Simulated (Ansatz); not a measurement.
BiBN2:
```xyz
4
Lattice="3.0110 0.0000 0.0000 -1.5055 2.6076 0.0000 0.0000 0.0000 6.1024" Properties=species:S:1:pos:R:3 pbc="T T T"
Bi     0.0000     1.7384     0.0280
N      0.0000     1.7384     2.8196
B      1.5055     0.8692     3.2166
N      1.5055     0.8692     4.7370
```

Relaxed with r²SCAN.

### Question
Give the Bader charges and basin volumes of the independent atoms, DFT-r²SCAN in the program Ansatz with PAW potentials.

### Answer


```json
[
 {"atom": "Bi1", "Bader charge (e)": "+1.17", "Bader volume (Å³)": "18.6"},
 {"atom": "N2", "Bader charge (e)": "-1.67", "Bader volume (Å³)": "15.1"},
 {"atom": "B3", "Bader charge (e)": "+2.03", "Bader volume (Å³)": "3.0"},
 {"atom": "N4", "Bader charge (e)": "-1.53", "Bader volume (Å³)": "11.3"}
]
```

Space group P3m1. The start of the workflow was typed in or built on a structure type; neither database checked (COD, Materials Project) lists it. Its standing as an ambient phase is unchecked. The r²SCAN relaxation kept the symmetry of its start; whether a distortion lowers the energy is not shown. The volume moved by 16 % from the start of the relaxation. Its formation energy is positive at this level, so the cell may be metastable or incomplete. Scalar-relativistic: spin–orbit coupling is off unless named, which matters more the heavier the elements.

Potentials: the earlier of the program's two PAW sets.
